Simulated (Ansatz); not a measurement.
RbZr2Si3: rattling a relaxed structure

The cell was found from a structure generator's guess, not taken from experiment.

Method: DFT PBE, scalar-relativistic, plane waves, PAW in Ansatz 0.2.0. Plane waves to 420 eV, a k mesh through Γ of 10×10×4 on the computed 6-atom cell and Gaussian smearing (0.10 eV); no spin polarisation.

The cell below (6 atoms, space group Cm (No. 8)) is relaxed within its symmetry.

```yaml
crystal:
  lattice:
    - [4.75841, -1.87617, -0.00156]
    - [4.75841, 1.87617, -0.00156]
    - [-3.82816, 0.00000, 8.77370]
  atoms:
    - { symbol: Rb, position: [0.18784, 0.18784, 0.56534] }
    - { symbol: Zr, position: [0.61936, 0.61936, 0.94297] }
    - { symbol: Zr, position: [0.41215, 0.41215, 0.14714] }
    - { symbol: Si, position: [0.76756, 0.76756, 0.27968] }
    - { symbol: Si, position: [0.89294, 0.89294, 0.91550] }
    - { symbol: Si, position: [0.12015, 0.12015, 0.14937] }
```

For the test a repeat of it with 12 atoms (edges 5.11, 7.37, 9.02 Å) was strained at random (σ = 1.5 % a component), the atoms were moved at random (σ = 0.15 Å), and all was relaxed again on a coarse 6×4×4 mesh (in the run’s order of axes) with 0.20 eV smearing, with no symmetry imposed.

The cell is a metal run without spin; a magnetic state may lie lower.

**Question.** Does it come back?

**Answer.** It returns, within 1 meV/atom of the unmoved cell on that mesh and with the same symmetry when read at 0.1 Å. No instability shows in this cell; modes of other wave vectors, which need another repeat, aren't tested.
